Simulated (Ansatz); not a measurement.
A geometry of SnO away from equilibrium: the start of the relaxation of a generated cell, SnO built in the beta-GaS structure type. Method: r2SCAN (plane waves to 500 eV, PAW, scalar-relativistic; Ansatz, a program for electronic structure). Γ-centred k-mesh 9×9×2 on the run's cell, Fermi–Dirac smearing 0.05 eV.

```xyz
8
Lattice="4.0857 0.0000 0.0000 -2.0429 3.5383 0.0000 0.0000 0.0000 17.6459" Properties=species:S:1:pos:R:3:forces:R:3 pbc="T T T" free_energy=-26415.420 pressure_GPa=-9.9
Sn     0.0000     2.3589     3.0174    0.0000    0.0000   -5.1700
Sn     2.0429     1.1794    11.8404    0.0000    0.0000   -5.1700
Sn     2.0429     1.1794    14.6284    0.0000    0.0000    5.1700
Sn     0.0000     2.3589     5.8055    0.0000    0.0000    5.1700
O      0.0000     2.3589    10.6157    0.0000    0.0000    2.9035
O      2.0429     1.1794     1.7928    0.0000    0.0000    2.9035
O      2.0429     1.1794     7.0301    0.0000    0.0000   -2.9035
O      0.0000     2.3589    15.8530    0.0000    0.0000   -2.9035
```

Positions in Å, forces in eV/Å, free energy of the cell in eV (comparable only within this code, potentials and settings). Largest force: 5.17 eV/Å, on Sn1, Sn2, Sn3, Sn4 (atoms numbered as listed); the geometry lies 1.55 eV/atom above the end of its relaxation.

No spin polarisation in the result.

The run could not lose the symmetry of its start, so the end can be a saddle point.

The end of the path is a generated cell of SnO: the first start was made by placing the elements on the sites of a structure type, and the end was not matched to a known phase here, so it may be hypothetical. Known forms of SnO include space group No. 129.
